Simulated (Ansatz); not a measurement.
Here is the system:

C:
```yaml
crystal:
  lattice:
    - [-1.32285, 2.76091, 2.32248]
    - [1.32285, -2.76091, 2.32248]
    - [1.32285, 2.76091, -2.32248]
  atoms:
    - { symbol: C, position: [0.67014, 0.32294, 0.99309] }
    - { symbol: C, position: [0.32986, 0.67706, 0.00691] }
    - { symbol: C, position: [0.82986, 0.82294, 0.65280] }
    - { symbol: C, position: [0.17014, 0.17706, 0.34720] }
    - { symbol: C, position: [0.75000, 0.75000, 0.00000] }
    - { symbol: C, position: [0.25000, 0.25000, 0.00000] }
```

This is the PBEsol-relaxed structure. Cartesian axes are those of the cell as given.

**Question.** All from DFT-PBEsol in the program Ansatz with PAW potentials, unless another level is named. Predict the Debye temperature from the elastic constants.

**Answer.** 2050 K.

**Question.** Predict the elastic constants (relaxed ions, GPa).

**Answer.** C11 = 910, C22 = 1030, C33 = 1310, C12 = 114, C13 = 11.3, C23 = 29.9, C44 = 493, C55 = 330, C66 = 423.

**Question.** Give the highest zone-centre frequency.

**Answer.** 1233 cm^-1.

Space group Ibam. The start of the workflow was typed in or built on a structure type; neither database checked (COD, Materials Project) lists it. It is not the phase usual at ambient conditions (space group No. 194, 227). Symmetry was held in the PBEsol relaxation; its stability against distortions is not shown here. The volume moved by 18 % from the start of the relaxation.

Potentials: the later of the program's two PAW sets.
